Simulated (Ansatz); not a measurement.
Relaxed-ion elastic tensor of Mo₃Ir (A15 (Cr3Si type), Pm-3n) in GPa (Voigt order), plane-wave PAW PBEsol (Ansatz code); density 13.22 g/cm³, 15.07 Å³ per atom.

```json
[
 {"": "1", "1": "544", "2": "185", "3": "185", "4": "0.0", "5": "0.0", "6": "0.0"},
 {"": "2", "1": "185", "2": "544", "3": "185", "4": "0.0", "5": "0.0", "6": "0.0"},
 {"": "3", "1": "185", "2": "185", "3": "544", "4": "0.0", "5": "0.0", "6": "0.0"},
 {"": "4", "1": "0.0", "2": "0.0", "3": "0.0", "4": "88.8", "5": "0.0", "6": "0.0"},
 {"": "5", "1": "0.0", "2": "0.0", "3": "0.0", "4": "0.0", "5": "88.8", "6": "0.0"},
 {"": "6", "1": "0.0", "2": "0.0", "3": "0.0", "4": "0.0", "5": "0.0", "6": "88.8"}
]
```

### Question
Is the crystal mechanically stable?

### Answer
Yes: the smallest eigenvalue of C is 88.8 GPa.

### Question
Work out the Voigt, Reuss and Hill averages.

### Answer
K_V = 304, K_R = 304, K_H = 304; G_V = 125, G_R = 111, G_H = 118 GPa.

### Question
Give Young's modulus, Poisson's ratio, Pugh's ratio and the universal anisotropy index.

### Answer
E = 9KG/(3K + G) = 314 GPa; ν = 0.33; K/G = 2.57 (ductile by the Pugh limit of 1.75); A_U = 5G_V/G_R + K_V/K_R − 6 = 0.62.

### Question
Estimate the sound speeds and the Debye temperature.

### Answer
v_l = √((K + 4G/3)/ρ) = 5910 m/s, v_t = √(G/ρ) = 2990 m/s, mean 3350 m/s; Θ = (h/k)(3n/4πV)^(1/3) v_m = 404 K.

### Question
Give the Zener ratio and Young's modulus along [100], [110] and [111].

### Answer
A = 2C44/(C11 − C12) = 0.49; 1/E = S11 − 2(S11 − S12 − S44/2)Γ with Γ = 0, 1/4, 1/3 gives 450, 275, 243 GPa.

The workflow started from a Materials Project entry (that database holds measured and hypothetical structures alike); the Crystallography Open Database copy checked does not list it. Its standing as an ambient phase is unchecked. The PBEsol relaxation kept the symmetry of its start; of distortions, only those at the zone centre were tested. No spin polarisation was allowed. As this level gives no gap, shear constants depend on the k-mesh and smearing (Fermi–Dirac, 0.1 eV here). Scalar-relativistic: spin–orbit coupling is off unless named, which matters more the heavier the elements.

Potentials: the later of the program's two PAW sets.
